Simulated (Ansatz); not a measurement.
An Ansatz (a quantum-chemistry and plane-wave program) run. Input:

Ansatz 0.2 input:
```yaml
crystal:
  lattice:
    - [2.7452272552, 2.7303118481, 0.0]
    - [-2.7452272552, 2.7303118481, 0.0]
    - [-2.5128481759, 0.0, 3.1889816953]
  atoms:
    - { symbol: Ca, position: [0.0, 0.0, 0.0] }
    - { symbol: C, position: [0.6055186884, 0.3944813116, 0.1941429298] }
    - { symbol: C, position: [0.3944813116, 0.6055186884, 0.8058570702] }
kpoints:
  mp_grid: { grid: [7, 7, 8] }
hamiltonian:
  xc: r2scan
  pseudopotentials: { kind: paw }
scf:
  occupations: { method: fixed }
output:
  optics: { e_range: [0.0, 15.0], de: 0.05, sigma: 0.1, bands: { spectra_wanted_up_to: 12 eV } }
```

Output (shortened):

```
output.optics: the spectra are integrated over the Brillouin zone by k·p interpolation around the k-points, where levels, occupations, output.optics.sigma and …
Pseudopotential: Ca, paw, valence charge 10
Pseudopotential: C, paw, valence charge 4
Functional definition: r2SCAN
Crystal: 3 atoms, lattice volume = 47.805 Å³
Basis set: ecut = 500 eV, 1191 PW (Γ), exchange–correlation on 120×120×120 points (64 copies of the dense FFT grid, shifted against one another)
Bands: 13, of which v1, the nominal top of the filled ones, is band 9 counted from 1 (8 counted from 0)
Symmetry: 4 space group operations
Space group: C2/m (ITA 12), of the structure as read, at distance tolerance 3.6e-5 Å
k-points: 116 of 392
SCF iter   1: F=—  HF=-2325.404859 eV  |F-HF|=—  |Δ(HF+E_count)|=         —  Δρ=6.19e-3  dr2=1.15e-2  dr2_τ=3.29e-1  ethr=1.77e-3  ⟨swp⟩=4.4  Hψ=8207  notcnv=0  defer=83
preconditioner: auto → none
SCF iter   2: F=—  HF=-2325.430280 eV  |F-HF|=—  |Δ(HF+E_count)|=   2.54e-2  Δρ=3.45e-3  dr2=2.19e-3  dr2_τ=1.83e-4  ethr=6.37e-5  ⟨swp⟩=2.0  Hψ=3615  notcnv=0  defer=228
SCF iter   3: F=—  HF=-2325.428625 eV  |F-HF|=—  |Δ(HF+E_count)|=   1.65e-3  Δρ=1.17e-3  dr2=3.06e-4  dr2_τ=7.02e-5  ethr=1.22e-5  ⟨swp⟩=2.0  Hψ=2201  notcnv=0  defer=232
SCF iter   4: F=—  HF=-2325.428431 eV  |F-HF|=—  |Δ(HF+E_count)|=   1.94e-4  Δρ=2.17e-4  dr2=8.08e-6  dr2_τ=2.62e-6  ethr=1.70e-6  ⟨swp⟩=2.6  Hψ=2546  notcnv=0  defer=232
SCF iter   5: F=—  HF=-2325.428430 eV  |F-HF|=—  |Δ(HF+E_count)|=   6.22e-7  Δρ=3.60e-5  dr2=1.90e-7  dr2_τ=3.61e-8  ethr=4.49e-8  ⟨swp⟩=2.5  Hψ=2352  notcnv=0  defer=11
SCF iter   6: F=—  HF=-2325.428430 eV  |F-HF|=—  |Δ(HF+E_count)|=   4.42e-8  Δρ=5.50e-6  dr2=8.28e-9  dr2_τ=1.07e-9  ethr=1.05e-9  ⟨swp⟩=2.7  Hψ=2661  notcnv=0  defer=5
SCF iter   7: F=—  HF=-2325.428430 eV  |F-HF|=—  |Δ(HF+E_count)|=   2.29e-9  Δρ=1.34e-6  dr2=3.72e-10  dr2_τ=3.88e-11  ethr=4.60e-11  ⟨swp⟩=2.0  Hψ=1985  notcnv=0  defer=6
SCF iter   8: F=-2325.428430 eV  HF=-2325.428430 eV  |F-HF|=9.09e-13  |Δ(HF+E_count)|=  1.75e-10  Δρ=1.76e-7  dr2=7.41e-12  dr2_τ=6.66e-13  ethr=1.00e-12  ⟨swp⟩=3.6  Hψ=7847  notcnv=0
SCF 1 converged in 8 iterations: F = -2325.428430 eV  dr2 = 7.41e-12
NSCF: frozen V_eff on 116 k-points
Optics k sum: 0 of 116 k-points
Optics k sum: 6 of 116 k-points
Optics k sum: 12 of 116 k-points
Optics k sum: 18 of 116 k-points
Optics k sum: 24 of 116 k-points
Optics k sum: 29 of 116 k-points
Optics k sum: 35 of 116 k-points
Optics k sum: 41 of 116 k-points
Optics k sum: 47 of 116 k-points
Optics k sum: 53 of 116 k-points
Optics k sum: 58 of 116 k-points
Optics k sum: 64 of 116 k-points
Optics k sum: 70 of 116 k-points
Optics k sum: 76 of 116 k-points
Optics k sum: 82 of 116 k-points
Optics k sum: 87 of 116 k-points
Optics k sum: 93 of 116 k-points
Optics k sum: 99 of 116 k-points
Optics k sum: 105 of 116 k-points
Optics k sum: 111 of 116 k-points
Optics k sum: 116 of 116 k-points
Optics k sum: 0 of 116 k-points
Optics k sum: 6 of 116 k-points
Optics k sum: 12 of 116 k-points
Optics k sum: 18 of 116 k-points
Optics k sum: 24 of 116 k-points
Optics k sum: 29 of 116 k-points
Optics k sum: 35 of 116 k-points
Optics k sum: 41 of 116 k-points
Optics k sum: 47 of 116 k-points
Optics k sum: 53 of 116 k-points
Optics k sum: 58 of 116 k-points
Optics k sum: 64 of 116 k-points
Optics k sum: 70 of 116 k-points
Optics k sum: 76 of 116 k-points
Optics k sum: 82 of 116 k-points
Optics k sum: 87 of 116 k-points
Optics k sum: 93 of 116 k-points
Optics k sum: 99 of 116 k-points
Optics k sum: 105 of 116 k-points
Optics k sum: 111 of 116 k-points
Optics k sum: 116 of 116 k-points
NSCF: frozen V_eff on 1 k-points
NSCF: frozen V_eff on 1 k-points
NSCF: frozen V_eff on 1 k-points
NSCF: frozen V_eff on 1 k-points
NSCF: frozen V_eff on 1 k-points
NSCF: frozen V_eff on 1 k-points
NSCF: frozen V_eff on 1 k-points
NSCF: frozen V_eff on 1 k-points
output.optics: what the bands over the 23 summed would add to eps1, eps2 and the energy-loss function is held between a lower and an upper bound (9 Lanczos …
SCF converged after 8 iterations
Free energy (F): -2325.428430 eV
Harris-Foulkes:  -2325.428430 eV  (|F-HF|=9.09e-13)
Internal energy: -2325.428430 eV  (E = F + TS)
E sigma→0 (E₀):  -2325.428430 eV
Fermi energy:    4.628019 eV
--- Per-component energies (eV) ---
  E_band       = -164.301654
  E_kinetic    = 450.840183
  E_local      = -955.798431  (includes V_loc(G=0)·N_el)
  E_nonlocal   = 118.516294
  E_hartree    = 299.724999
  E_xc         = -230.089286
  E_vxc        = -322.610202  (∫ρ·V_xc dr)
  E_paw        = -1064.653700  (= ΣΔE_a)
  E_vpaw       = -73.497603  (= ΣTr[D̂ρ^β])
  E_aug_tail   = 0.000003  (compensation charges beyond the density's cutoff)
  E_vtau       = 18.798098  (kinetic-family band-sum trace: ∫τ·v_τ [+ j·A + Jᵃ·Aᵃ] dr)
  E_ewald      = -943.698280
  E_core_change = -0.270213  (= ΣΔE_core)
  E_smearing   =  0.000000  (= −TS)
  E_closure    = 0.000000  (closes the sum)
  Σ components = -2325.428430   (vs F -2325.428430, Δ=0.00e0)
  [band-id]    e_kinetic+e_local+e_nonlocal+2·e_hartree+e_vxc+e_vpaw+e_augmentation_tail+e_vtau = -164.301661   (vs E_band -164.301654, Δ=-6.52e-6)
--- Band table (eV; the first three rows and the last of 116) ---
  k-point 0: bands = ["-35.7767", "-15.9102", "-15.9099", "-15.7795", "-8.9270", "2.0177", "2.1425", "3.7986", "3.8363", "8.1871", "8.3547", "9.7984", "10.5717"]
  k-point 1: bands = ["-35.7754", "-15.9138", "-15.9136", "-15.7977", "-8.8752", "0.9705", "3.2840", "3.6603", "3.7227", "8.5862", "8.8238", "9.6541", "10.7534"]
  k-point 2: bands = ["-35.7724", "-15.9230", "-15.9225", "-15.8390", "-8.7644", "0.2514", "3.3959", "3.4014", "4.2762", "8.8710", "9.9386", "10.1015", "11.1868"]
  k-point 115: bands = ["-35.7616", "-16.0082", "-16.0004", "-15.8127", "-8.5752", "0.7985", "2.2921", "2.7640", "4.2161", "7.9175", "9.3033", "12.0674", "12.4445"]
```

Cost: about 80 core-seconds (a rough figure) on shared cores.

The first step of the workflow began from a Materials Project structure, measured or hypothetical; the Crystallography Open Database copy checked does not list it. COD files the formula under space group No. 2. Whether it is the stable phase at ambient conditions was not checked. The r²SCAN relaxation kept the symmetry of its start; whether a distortion lowers the energy is not shown.

Potentials: the later of the program's two PAW sets.

Ansatz is a plane-wave DFT program.
